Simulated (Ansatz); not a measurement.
NaLaS$_{2}$:
Space group I4₁/amd, origin choice 1 (No. 141); a = 5.796 Å, b = 5.796 Å, c = 12.168 Å, α = 90.00°, β = 90.00°, γ = 90.00°

```tsv
atom	site	symmetry	x	y	z
Na	4a	-4m2	0.0000	0.0000	0.0000
La	4b	-4m2	0.0000	0.0000	0.5000
S	8e	2mm.	0.0000	0.0000	0.2629
```
(The calculation used a cell of 8 atoms; values per cell refer to that cell.)

Relaxed with r²SCAN. Plane-wave PAW r²SCAN (Ansatz code) gives a gap of 2.79 eV.

Question: What gap does HSE06 give on the same cell (Ansatz, PAW)?

Answer: 3.25 eV, 0.47 eV more. The hybrid was solved on a coarser mesh and at special points; its gap is the smallest among all of these.

Cost on shared cores: the r²SCAN run (SCF on a 7×7×7 mesh, then bands and DOS) around 5 core-minutes (rough), the HSE06 run (SCF on 4×4×4, then a few points) around 7 core-minutes (rough); the tasks are unlike.

Space group I4_1/amd. The workflow started from a Materials Project entry (that database holds measured and hypothetical structures alike); the Crystallography Open Database copy checked does not list it. Its standing as an ambient phase is unchecked. The r²SCAN relaxation kept the symmetry of its start; whether a distortion lowers the energy is not shown. Scalar-relativistic: spin–orbit coupling is off unless named, which matters more the heavier the elements.

Potentials: the later of the program's two PAW sets.
